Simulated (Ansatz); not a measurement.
SiO2:
```
SiO2
1.0
    4.23596     0.00000     0.00000
    0.00000     4.23596     0.00000
    0.00000     0.00000     2.69046
Si O
2 4
Direct
  0.00000   0.00000   0.00000
  0.50000   0.50000   0.50000
  0.30698   0.30698   0.00000
  0.19302   0.80698   0.50000
  0.69302   0.69302   0.00000
  0.80698   0.19302   0.50000
```

Relaxed with PBE.

Question: Give the optical modes at the zone centre with their infrared and Raman activity from DFPT, DFT-PBE in the program Ansatz with PAW potentials.

Answer: Transverse frequencies, without the LO–TO term; a row sums one degenerate level.

```csv
ω (cm⁻¹),degeneracy,IR ((D/Å)²/amu),Raman (Å⁴/amu),activity,symmetry
221,1,0.00,0.14,Raman,B1g
369,1,0.00,0,silent,B1u
426,2,71.48,0,IR,Eu
532,2,2.13,0,IR,Eu
558,2,0.00,0.23,Raman,Eg
571,1,0.00,0,silent,A2g
628,1,51.86,0,IR,A2u
719,1,0.00,6.9,Raman,A1g
722,1,0.00,0,silent,B1u
797,2,22.29,0,IR,Eu
904,1,0.00,0.75,Raman,B2g
```

Question: How high does the top mode go among those that the LO–TO term moves?

Answer: 993 cm⁻¹ for q along x, 993 cm⁻¹ for q along y, 1015 cm⁻¹ for q along z.

Space group P4_2/mnm (rutile). This is a known high-pressure phase of the composition, computed here at zero pressure and temperature. The cell was relaxed with PBE under the symmetry of its start; phonons on a q-mesh show no instability.

Potentials: the later of the program's two PAW sets.
